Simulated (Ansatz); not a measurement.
Starting cell, TiN (rock salt):

```yaml
crystal:
  lattice:
    - [0.00000, 4.24692, 4.24692]
    - [2.12346, 0.00000, 2.12346]
    - [2.12346, 2.12346, 0.00000]
  atoms:
    - { symbol: N, position: [0.00000, 0.00000, 0.00000] }
    - { symbol: N, position: [0.50000, 0.00000, 0.00000] }
    - { symbol: Ti, position: [0.25000, 0.50000, 0.50000] }
    - { symbol: Ti, position: [0.75000, 0.50000, 0.50000] }
```

A phonon eigenvector at L = (0.5, 0.0, 0.0) is frozen into this cell: atom i moves by Q times the vector below, so Q is the largest atomic displacement, in Å. The cell is held. It is one choice among 2 degenerate patterns. (q is in reciprocal vectors of the primitive cell; the cell shown is doubled to hold the pattern.)

```
atom       x       y       z
----  ------  ------  ------
Ti3    0.285  -0.520   0.805
Ti4   -0.285   0.520  -0.805
```

Atoms not listed stay in place.

All values below come from PBE (plane waves to 420 eV, PAW, scalar-relativistic; Ansatz, an electronic-structure program). k mesh 19×19×19 (Γ-centred), Fermi-Dirac smearing 0.05 eV. E stands for the smeared free energy. With partly filled bands, energies and forces of such displacements shift with the k mesh and the smearing. TiN is run without spin polarisation. TiN was relaxed with its symmetry unable to fall. ΔE is measured from the undisplaced structure. The last digit holds for this mesh only.

| Q (Å) | ΔE (meV/cell) |
|---|---|
| -0.1000 | withheld |
| -0.0833 | 42.0 |
| -0.0667 | 26.4 |
| -0.0500 | 14.7 |
| -0.0333 | 6.4 |
| -0.0167 | 1.6 |
| 0.0000 | 0.0 |
| 0.0167 | 1.6 |
| 0.0333 | 6.4 |
| 0.0500 | 14.7 |
| 0.0667 | 26.4 |
| 0.0833 | 42.0 |
| 0.1000 | withheld |

Fit an even polynomial form (powers 2, 4) to the given rows and predict ΔE at Q = -0.1000.

Least squares on the 11 given rows: ΔE = (5748)·Q² + (43680)·Q⁴, in meV/cell with Q in Å; root-mean-square residual 0.03 meV/cell. At -0.1000 the fit gives 61.8 meV/cell; the calculation gives 61.6 meV/cell, so the extrapolation is off by 0.2 (+0.3 %). The quadratic term alone would give 57.5 meV/cell.

(For displaced atoms, the force is minus the slope of the energy, and its curvature is a force constant, which sets phonon frequencies.)
